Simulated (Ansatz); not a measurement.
## ZnCd₂Se₃: rattling a relaxed structure

The cell was found from a structure generator's guess, not taken from experiment.

Computed with DFT PBE, scalar-relativistic, plane waves, PAW (Ansatz). Plane waves to 420 eV, a k mesh through Γ of 12×12×4 on the computed 6-atom cell and Gaussian smearing (0.02 eV); no spin polarisation.

The cell below (6 atoms, space group P3m1 (No. 156)) is relaxed within its symmetry.

```yaml
crystal:
  lattice:
    - [4.26471, 0.00000, 0.00000]
    - [-2.13235, 3.69335, 0.00000]
    - [0.00000, 0.00000, 10.52057]
  atoms:
    - { symbol: Zn, position: [0.00000, 0.00000, 0.66740] }
    - { symbol: Cd, position: [0.33333, 0.66667, 0.99073] }
    - { symbol: Cd, position: [0.66667, 0.33333, 0.33861] }
    - { symbol: Se, position: [0.33333, 0.66667, 0.73636] }
    - { symbol: Se, position: [0.00000, 0.00000, 0.43180] }
    - { symbol: Se, position: [0.66667, 0.33333, 0.08510] }
```

For the test a repeat of it with 12 atoms (edges 4.26, 7.39, 10.52 Å) was strained at random (σ = 1.5 % a component), the atoms were moved at random (σ = 0.05 Å), and all was relaxed again on a coarse 4×2×2 mesh (in the run’s order of axes) with 0.10 eV smearing, with no symmetry imposed.

Question: What happens?

Answer: It returns, within 1 meV/atom of the unmoved cell on that mesh and with the same symmetry when read at 0.1 Å (Cm at 0.01 Å, so small strains and shifts remain). So it is stable against the distortions that fit this cell and that this random move excites. Modes that don't fit the cell aren't tested.
